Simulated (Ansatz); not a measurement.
# Mg, fcc: geometry optimisation

Computed with DFT, r2SCAN, plane waves (500 eV) with PAW, scalar-relativistic (Ansatz 0.2.0). (PAW data from PBE, frozen cores regenerated.)

k-point mesh 12×12×12, Fermi-Dirac smearing 0.1 eV, no spin polarisation. Cell and atoms relax.

Starting structure:

```
Mg
1.0
     0.00000    2.26490    2.26490
     2.26490    0.00000    2.26490
     2.26490    2.26490    0.00000
Mg
1
Direct
  0.00000 0.00000 0.00000
```

**Question.** The pressure at the start is -0.8 GPa. By how much does the volume change?

**Answer.** From 23.24 to 22.71 Å³ per atom, -2.3 %. The final cell has a = 4.495 Å.

**Question.** How much energy does the relaxation gain?

**Answer.** 1.4 meV per atom.

Path of the relaxation (the plane waves are chosen anew near the end, which can shift the energy a little):

```csv
step,E − E(final) (meV/atom),V (Å³/atom),P (GPa),max force (eV/Å)
0,1.38,23.237,-0.84,0.000
1,0.00,22.834,-0.20,0.000
2,-0.10,22.712,0.01,0.000
3,0.00,22.712,0.01,0.000
```
